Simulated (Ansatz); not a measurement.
AlN:
```yaml
crystal:
  lattice:
    - [0.00000, 2.00549, 2.00549]
    - [2.00549, 0.00000, 2.00549]
    - [2.00549, 2.00549, 0.00000]
  atoms:
    - { symbol: Al, position: [0.00000, 0.00000, 0.00000] }
    - { symbol: N, position: [0.50000, 0.50000, 0.50000] }
```

Tensor components refer to the Cartesian frame of this cell.

Give the high-frequency dielectric tensor and the Born effective charge tensors of the independent atoms from DFPT, DFT-LDA in the program Ansatz with PAW potentials.


ε∞:
```
5.04  0.00  0.00
0.00  5.04  0.00
0.00  0.00  5.04
```
Z* of atom 1 (Al), rows: field, columns: displacement, in e:
```
2.95  0.00  0.00
0.00  2.95  0.00
0.00  0.00  2.95
```
Z* of atom 2 (N), rows: field, columns: displacement, in e:
```
-2.95   0.00   0.00
 0.00  -2.95   0.00
 0.00   0.00  -2.95
```

Space group Fm-3m (rock salt). This is a known high-pressure phase of the composition, computed here at zero pressure and temperature. The cell was relaxed with LDA under the symmetry of its start; its stability against distortions is not shown here. The volume moved by -39 % from the start of the relaxation.

Potentials: the later of the program's two PAW sets.
